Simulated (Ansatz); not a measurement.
BaCd2P2:
```yaml
crystal:
  lattice:
    - [4.42313, 0.00000, 0.00000]
    - [-2.21157, 3.83054, 0.00000]
    - [0.00000, 0.00000, 7.59962]
  atoms:
    - { symbol: Ba, position: [0.00000, 0.00000, 0.00000] }
    - { symbol: Cd, position: [0.66667, 0.33333, 0.36931] }
    - { symbol: Cd, position: [0.33333, 0.66667, 0.63069] }
    - { symbol: P, position: [0.66667, 0.33333, 0.73244] }
    - { symbol: P, position: [0.33333, 0.66667, 0.26756] }
```

Relaxed with r²SCAN.

Question: Give the Bader charges and basin volumes of the independent atoms, DFT-r²SCAN in the program Ansatz with PAW potentials.

Answer: 

```csv
atom,Bader charge (e),Bader volume (Å³)
Ba1,+1.36,26.9
Cd2,+0.56,21.4
P4,-1.24,29.5
```

Space group P-3m1. The workflow started from a Materials Project entry (that database holds measured and hypothetical structures alike); the Crystallography Open Database copy checked does not list it. Whether it is the stable phase at ambient conditions was not checked. Symmetry was held in the r²SCAN relaxation; whether a distortion lowers the energy is not shown. Scalar-relativistic: spin–orbit coupling is off unless named, which matters more the heavier the elements.

Potentials: the later of the program's two PAW sets.
